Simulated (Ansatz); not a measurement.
In plane-wave PAW PBEsol (Ansatz code), MoPd in the orthorhombic phase (Cmcm; Mo on 4c, Pd on 4c) relaxes to a = 2.630 Å, b = 10.458 Å, c = 4.304 Å. Against the elements it lies at 0.013 eV/atom, with no fitted shifts.

Electronic character: metallic (no gap).

The start of the workflow was typed in or built on a structure type; neither database checked (COD, Materials Project) lists it. Its standing as an ambient phase is unchecked. The PBEsol relaxation kept the symmetry of its start; whether a distortion lowers the energy is not shown. The run is not spin-polarised. Axis ratios of metals converge slowly with the k-mesh, so a and c are less sure than the volume. The references are the lowest solids computed at this level, not always the standard phases. Spin–orbit coupling is left out wherever it is not named.

Potentials: the earlier of the program's two PAW sets. The files were generated under PBE; for other functionals the program regenerates the frozen cores, and for LDA and PBEsol the local potential too.
